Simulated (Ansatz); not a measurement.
Here is the system:

Mg2Ge (anti-fluorite), conventional cell a = b = c = 6.421 Å, α = β = γ = 90.00°. The calculation uses the primitive cell of 3 atoms, to which meshes and values per cell refer.

Equation-of-state scan: isotropic scaling of the cell above, V₀ being its volume. Symmetry pins the atoms to their sites.

Calculation: PBE (plane waves to 420 eV, PAW, scalar-relativistic; Ansatz, a first-principles code). k mesh 9×9×9 (Γ-centred), Fermi-Dirac smearing 0.05 eV. The energy includes the smearing's −TS. Compression counts positive. Mg2Ge was relaxed with its symmetry unable to fall. The zero of ΔE is the relaxed starting cell.

The scan covers V/V₀ from 0.940 to 1.060 in 13 points.

### Question
What bulk modulus B₀ follows from a third-order Birch-Murnaghan fit?

### Answer
49.7 GPa.

### Question
What is the fitted pressure derivative B₀′?

### Answer
4.2.

(A scan under strain: stresses follow from slopes of the energy per volume, elastic moduli from its curvatures.)
